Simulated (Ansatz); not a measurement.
## Re₂Se₃: reading a single point

```xyz
10
Lattice="3.7556 0.0000 0.0000 -1.8778 3.2524 0.0000 0.0000 -2.1683 15.9148" Properties=species:S:1:pos:R:3 pbc="T T T"
Se    0.0000    0.0000    6.9230
Se    1.8778    1.0841    8.9919
Re    0.0000    2.1683    0.6525
Re    1.8778   -1.0841   15.2623
Se    0.0000    0.0000    2.0053
Se    1.8778    1.0841   13.9096
Re    0.0000    2.1683    5.5702
Re    1.8778   -1.0841   10.3446
Se    0.0000    0.0000   11.5064
Se    1.8778    1.0841    4.4084
```

Single point in Ansatz 0.2.0 with r2SCAN, no spin polarisation. Cutoff 500 eV, PAW datasets, 7×7×7 Γ-centred k mesh, fermi-dirac filling (width 0.1 eV).

(1) Describe some of the short contacts.

(2) Is there a gap?

(3) Is the cell too large or too small?

(4) Is it stable against the elements?

(5) Where is the largest force?

Origin: a known structure type with other elements, at an estimated volume, so it need not be a known compound. Caveats: many states at the Fermi level without spin polarisation, so a magnetic state may lie lower; atoms or cell far from equilibrium.

Answers

(1) Re–Se at 2.46 Å: least valence density 0.61 e/Å³ and ELF 0.48 there. Re–Re at 2.53 Å: least valence density 0.67 e/Å³ and ELF 0.47 there. Se–Se at 3.00 Å: least valence density 0.20 e/Å³ and ELF 0.22 there. Both are smooth PAW fields, read partly inside the augmentation spheres.

(2) It is a metal, with about 11 states/eV a cell as the mean within 0.25 eV of the Fermi level, mostly Re d (71 %) and Se p (25 %).

(3) The pressure is 3.6 GPa (compression positive), so with the atoms held at these fractions the cell would first expand; the forces are large, so a full relaxation may end otherwise. The principal stresses -0.3, -0.3, 11.5 GPa differ, so its shape would change too.

(4) 0.42 eV an atom against the elements' usual phases (free molecules for gases, crystals otherwise, with no correction for O₂ or N₂), so at this geometry it isn't bound against them. Relaxing would lower it.

(5) The largest is on Re3 (and as large on other atoms): 2.60 eV/Å, components (0.00, 0.00, -2.60). It makes 59° with the line to a nearest neighbour, Re4 at 2.53 Å.
